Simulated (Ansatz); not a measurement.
Method: r2SCAN, no spin polarisation; PAW, plane waves to 500 eV, 7×7×7 Γ-centred mesh, fermi-dirac occupations (width 0.1 eV) (Ansatz 0.2.0), atoms fixed.

Computed maps in the lattice plane spanned by b (left to right, 6.21 Å, 19 points from zero) and c (bottom to top, 6.21 Å, 19 points from zero), 60° apart, at height 0.776 along a. The fields are smooth PAW ones with compensation charges, not the true ones near nuclei.

Valence density. Digits on a logarithmic scale: 0 up to 0.03 e/Å³, each further digit a factor of 1.6, 9 from 1.3 e/Å³ up:
```
3566542112456543112
3689864213578876311
3699997313589998631
2589999632589999863
2369999742379989974
2147999742258999985
3113677642125899986
3101244431002578875
2100012221001235554
2221111211112222332
2344321221234443111
3577643222246776321
3699985311247999742
4699998421147999964
4589999631026999985
5568999741013799996
5666899742001468986
5665566532111135665
4555443322233222333
```

ELF. Ten even steps from '0' (0.01) to '9' (0.88):
```
0133200000488850000
1488851001799998200
1688897201899999820
0598479600699438980
0179779830299503995
1048999850079954998
3004788740018999998
2000123210001799998
0000000000000026874
0000000000000000110
0255200000014530000
1588840000027886200
1699984000038999710
0488688400028977950
0178569820017974882
1118889850004898883
1311789850000479883
1231146520000015641
0111001100023100110
```

**Question.** The cell is KRb2RuF6. Which atoms lie within 0.2 Å of this plane, and where (fractions of b and c)?

**Answer.** F at (0.22, 0.22), F at (0.22, 0.78), F at (0.78, 0.22), Rb at (0.75, 0.75). The whole cell:
```
K F Ru Rb
1.0
     0.00000    4.38766    4.38766
     4.38766    0.00000    4.38766
     4.38766    4.38766    0.00000
K F Ru Rb
1 6 1 2
Direct
  0.50000 0.50000 0.50000
  0.77600 0.22400 0.22400
  0.22400 0.77600 0.22400
  0.22400 0.77600 0.77600
  0.77600 0.22400 0.77600
  0.22400 0.22400 0.77600
  0.77600 0.77600 0.22400
  0.00000 0.00000 0.00000
  0.25000 0.25000 0.25000
  0.75000 0.75000 0.75000
```

Origin: a known structure type with other elements, at an estimated volume, so it need not be a known compound. Caveats: many states at the Fermi level without spin polarisation, so a magnetic state may lie lower.
